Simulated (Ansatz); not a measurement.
AlBRu₃:
```
CELL_PARAMETERS angstrom
      4.02736     0.00000     0.00000
      0.00000     4.02736     0.00000
      0.00000     0.00000     4.02736
ATOMIC_POSITIONS crystal
  Al 0.00000 0.00000 0.00000
  Ru 0.00000 0.50000 0.50000
  Ru 0.50000 0.00000 0.50000
  Ru 0.50000 0.50000 0.00000
  B  0.50000 0.50000 0.50000
```

Relaxed with r²SCAN.

Problem. Map the electron localisation function on the plane through (0.000, 0.000, 0.000) spanned by u = [1, 0, 0] and v = [0, 1, 1] in lattice vectors, from the program Ansatz at the r²SCAN level (PAW).

Solution. x is the fraction of u, y of v (the angle between them is 90°; rows are the nearest grid lines); atoms in the plane: Al at (0.00, 0.00), Ru at (0.00, 0.50), B at (0.50, 0.50).
```
|@- .=++=--:--=++=. -@|
|:  .=*+=--:--=+*=.  :|
|  .-***=-----=***-.  |
|++*##*+=======+*##*++|
|#####*+=======+*#####|
|*****++=======++*****|
|++++++=========++++++|
|+=-:-=+**###**+=-:-=+|
|##+-:=*#%%%%%#*=:-+##|
|@%#=--*%@%%%@%*--=#%@|
|%%%*==#@#=-=#@#==*%%%|
|#%@%*+#%=   =%#+*%@%#|
|#%@%*+#%=   =%#+*%@%#|
|%%%*==#@#=-=#@#==*%%%|
|@%#=--*%@%%%@%*--=#%@|
|##+-:=*#%%%%%#*=:-+##|
|+=-:-=+**###**+=-:-=+|
|++++++=========++++++|
|*****++=======++*****|
|#####*+=======+*#####|
|++*##*+=======+*##*++|
|  .-***=-----=***-.  |
|:  .=*+=--:--=+*=.  :|
|@- .=++=--:--=++=. -@|
```
Scale: ten equal steps from 0.015 (start of ' ') to 0.686 (end of '@'), in the order ' .:-=+*#%@'; x runs from 0.000 to 1.00, y from 0.000 (bottom) to 1.00 (top).

The density is the valence pseudo-density with augmentation charge, so density and ELF within about 1 Å of a nucleus are not all-electron values.

Space group Pm-3m (cubic perovskite). The start of the workflow was typed in or built on a structure type; neither database checked (COD, Materials Project) lists it. Whether it is the stable phase at ambient conditions was not checked. Symmetry was held in the r²SCAN relaxation; whether a distortion lowers the energy is not shown. No spin polarisation was allowed. The volume moved by -15 % from the start of the relaxation.

Potentials: the earlier of the program's two PAW sets.
